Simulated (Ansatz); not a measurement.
CoBiO3:
```xyz
5
Lattice="3.7317 0.0000 0.0000 0.0000 3.7317 0.0000 0.0000 0.0000 4.0077" Properties=species:S:1:pos:R:3 pbc="T T T"
Co     1.8659     1.8659     2.5013
Bi     0.0000     0.0000     0.2042
O      1.8659     0.0000     2.7879
O      0.0000     1.8659     2.7879
O      1.8659     1.8659     0.6496
```

Relaxed with r²SCAN. Special points in fractions of this cell's reciprocal vectors: Γ (0.000, 0.000, 0.000); X (0.000, 0.500, 0.000); M (0.500, 0.500, 0.000); Z (0.000, 0.000, 0.500); R (0.000, 0.500, 0.500); A (0.500, 0.500, 0.500).

### Question
List the band energies nearest the valence-band maximum at these points for r²SCAN in the plane-wave PAW code Ansatz.

### Answer
In eV from the valence-band maximum; about four levels below and three above (degenerate sets whole), none deeper than 8.9 eV; points with the same levels are listed once.

```csv
k,below,above
Γ,-2.48 -1.98 -0.91 -0.91,0.51 0.57 4.62
X,-1.05 -0.78 -0.68 -0.62,0.36 1.58 2.57
M,-1.78 -0.50 -0.50 -0.48,0.29 3.80 4.41
Z,-2.04 -1.98 -0.43 -0.43,0.55 1.30 2.14
R,-1.51 -0.71 -0.32 0.00,1.09 3.27 4.32
A,-1.42 -1.42 -0.93 -0.93 -0.65,3.12 3.80 6.15
```

Space group P4mm. The workflow started from a Materials Project entry (that database holds measured and hypothetical structures alike); the Crystallography Open Database copy checked does not list it. Whether it is the stable phase at ambient conditions was not checked. The cell was relaxed with r²SCAN under the symmetry of its start; whether a distortion lowers the energy is not shown. No spin polarisation was allowed. No Hubbard U is applied. Scalar-relativistic: spin–orbit coupling is off unless named, which matters more the heavier the elements.

Potentials: the later of the program's two PAW sets.
